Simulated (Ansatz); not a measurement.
# MgS: from a starting cell to a relaxed one

The start is a generated cell, MgS placed in the cinnabar structure type. The structure is fully relaxed (lattice and positions, P = 0) with r2SCAN (plane waves to 500 eV, PAW, scalar-relativistic; Ansatz, a program for electronic structure). The first steps use a 10×10×4 k-mesh.

The start:
```
CELL_PARAMETERS angstrom
      3.92983     0.00000     0.00000
     -1.96491     3.40333     0.00000
      0.00000     0.00000     9.00305
ATOMIC_POSITIONS crystal
  Mg 0.71980 0.00000 0.66667
  Mg 0.00000 0.71980 0.33333
  Mg 0.28020 0.28020 0.00000
  S  0.48890 0.00000 0.16667
  S  0.00000 0.48890 0.83333
  S  0.51110 0.51110 0.50000
```

**Question.** How large is the pressure on the unrelaxed cell, and of which sign?

**Answer.** +4.9 GPa (positive: the cell is compressed).

**Question.** Does the structure survive the relaxation? Give the final space group.

**Answer.** The space group goes from P3₂21 (No. 154) to Fm-3m (No. 225); the end is rock salt type, with 2 atoms in the primitive cell.

**Question.** How does the volume per atom move from start to end?

**Answer.** -12.3 %, from 20.07 to 17.61 Å³/atom.

**Question.** How do the shortest distances between atoms change?

**Answer.** The closest pairs of elements (up to four, under 3.6 Å), start → end: Mg–S 2.24 → 2.60 Å; Mg–Mg 3.56 → 3.68 Å; S–S 3.59 → 3.68 Å.

**Question.** What band gap does the relaxed structure have at this level?

**Answer.** 3.46 eV, indirect (valence top at Γ, conduction bottom at X) (no spin-orbit coupling).

No spin polarisation in the result.

The run could not lose the symmetry of its start.
